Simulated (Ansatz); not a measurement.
The relaxed structure here is a generated cell of SnO: the first start was made by placing the elements on the sites of a structure type, and the end was not matched to a known phase here, so it may be hypothetical. Known forms of SnO include space group No. 129.

A relaxed cell of SnO (P6₃/mmc (No. 194)), relaxed on a k-mesh at least as fine as the one used below. Calculation: PBEsol (plane waves to 420 eV, PAW, scalar-relativistic; Ansatz, a first-principles code). Γ-centred k-mesh 7×7×5 on the run's cell (coarser than for final values), Fermi–Dirac smearing 0.05 eV.

```xyz
4
Lattice="4.1144 0.0000 0.0000 -2.0572 3.5631 0.0000 0.0000 0.0000 5.1337" Properties=species:S:1:pos:R:3 pbc="T T T"
Sn     0.0000     2.3754     1.2834
Sn     2.0572     1.1877     3.8503
O      0.0000     2.3754     3.8503
O      2.0572     1.1877     1.2834
```

The atoms are displaced along an unstable phonon of this cell by (Å):

| atom | ux | uy | uz |
|---|---|---|---|
| Sn1 | 0.000 | 0.000 | -0.012 |
| Sn2 | 0.000 | 0.000 | 0.012 |
| O3 | 0.000 | 0.000 | 0.150 |
| O4 | 0.000 | 0.000 | -0.150 |

What forces (eV/Å) and pressure result?


```tsv
atom	Fx	Fy	Fz
Sn1	0.00	0.00	-0.38
Sn2	0.00	0.00	0.38
O3	0.00	0.00	0.72
O4	0.00	0.00	-0.72
```

Pressure 0.0 GPa.

Estimate the energy cost of the displacement in the harmonic approximation and compare with the calculation.

For a harmonic well ΔE = −½ Σ F·u = -0.112 eV a cell, or -28 meV/atom. The calculated energy relative to the undisplaced cell is -0.03 eV/atom, so the harmonic estimate holds well.

The undisplaced cell is probably no minimum: from this displacement the run went on to P-3m1 (No. 164), 314 meV/atom below it.

No spin polarisation in the result.
